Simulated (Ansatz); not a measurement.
Ag5(PbO3)2 (space group P-31m)

```xyz
13
Lattice="5.9148 0.0000 0.0000 -2.9574 5.1224 0.0000 0.0000 0.0000 6.4264" Properties=species:S:1:pos:R:3 pbc="T T T"
Ag     0.0000     0.0000     1.4157
Ag     0.0000     0.0000     5.0107
Ag    -1.4787     2.5612     0.0000
Ag     1.4787     2.5612     0.0000
Ag     2.9574     0.0000     0.0000
Pb     2.9574     1.7075     3.2132
Pb     0.0000     3.4149     3.2132
O      1.8483     3.2013     1.9648
O      1.1091     1.9211     4.4616
O      2.2183     0.0000     1.9648
O      3.6966     0.0000     4.4616
O     -1.1091     1.9211     1.9648
O     -1.8483     3.2013     4.4616
```

The slice is a (-1 1 0 2) plane (indices of the conventional cell) through the point (0.625, 0.625, 0.306) (fractional), spanned by u = [110] and v = [1 -1 1] in vectors of this cell: u (5.91 Å) and v (12.09 Å, at 90° to u). It covers one period; positions are fractions (u, v).

These are PBEsol (plane waves to 420 eV, PAW, scalar-relativistic; Ansatz, a program for electronic structure) values and carry that method's errors. k mesh 8×8×6. Inside the PAW spheres the values are not all-electron values, and peaks at nuclei hang on which shells count as valence. Ag5(PbO3)2 is run without spin polarisation and with no Hubbard U. Ag5(PbO3)2 was relaxed with its symmetry unable to fall. Spin-orbit coupling is left out, though Pb is heavy.

Q: Sketch the valence electron density on this plane as a map.

A: 
```tsv
v \ u	0.00	0.12	0.25	0.38	0.50	0.62	0.75	0.88
0.88	-1.1	-1.2	-1.0	-0.7	-0.6	-0.7	-1.1	-1.2
0.75	0.2	1.1	0.2	-0.8	0.2	1.1	0.2	-0.8
0.62	-1.0	-0.8	-0.8	-0.8	-0.8	-0.8	-1.0	-1.0
0.50	0.4	-0.5	0.1	-0.4	-1.0	-1.0	0.4	1.3
0.38	-1.2	-1.2	-0.7	-0.6	-0.7	0.0	0.0	-0.8
0.25	-0.5	-0.7	-0.4	-0.1	-0.5	-0.7	-0.4	-0.1
0.12	-0.1	-1.1	-1.5	-1.2	-0.7	-0.6	-0.1	0.5
0.00	0.9	0.0	0.0	0.9	0.0	-1.2	-1.2	0.0
```

Values: log₁₀ of the valence density in e/Å³. The scale is logarithmic, as a density can span decades between atoms and voids.
